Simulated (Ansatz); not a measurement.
# What DFT gives for LuH2

```yaml
crystal:
  lattice:
    - [0.00000, 2.55511, 2.55511]
    - [2.55511, 0.00000, 2.55511]
    - [2.55511, 2.55511, 0.00000]
  atoms:
    - { symbol: Lu, position: [0.00000, 0.00000, 0.00000] }
    - { symbol: H, position: [0.25000, 0.25000, 0.25000] }
    - { symbol: H, position: [0.75000, 0.75000, 0.75000] }
```

Method: r2SCAN, spin-orbit coupling; PAW, plane waves to 500 eV, 11×11×11 Γ-centred mesh, fermi-dirac occupations (width 0.0244 eV) (Ansatz 0.2.0), atoms fixed.

The state carries no moments; the state need not be the lowest.

Question: Give the Bader charges.

Answer: Bader charges in e: Lu +1.70, H -0.85. In the mean Lu gives up most and H takes most.

Question: What is the formation energy?

Answer: -0.75 eV an atom against the elements' usual phases (free molecules for gases, crystals otherwise, with no correction for O₂ or N₂), so it is bound against them; other compounds may still compete. Relaxing would lower it.

Question: Is the cell too large or too small?

Answer: The pressure is -6.2 GPa (compression positive), so with the atoms held at these fractions the cell would first shrink.

Question: Metal or insulator?

Answer: It is a metal, with about 0.55 states/eV a cell as the mean within 0.25 eV of the Fermi level, mostly Lu d (92 %).

Origin: a database entry at a rescaled volume. Caveats: started without moments under time reversal, so no moment could form.
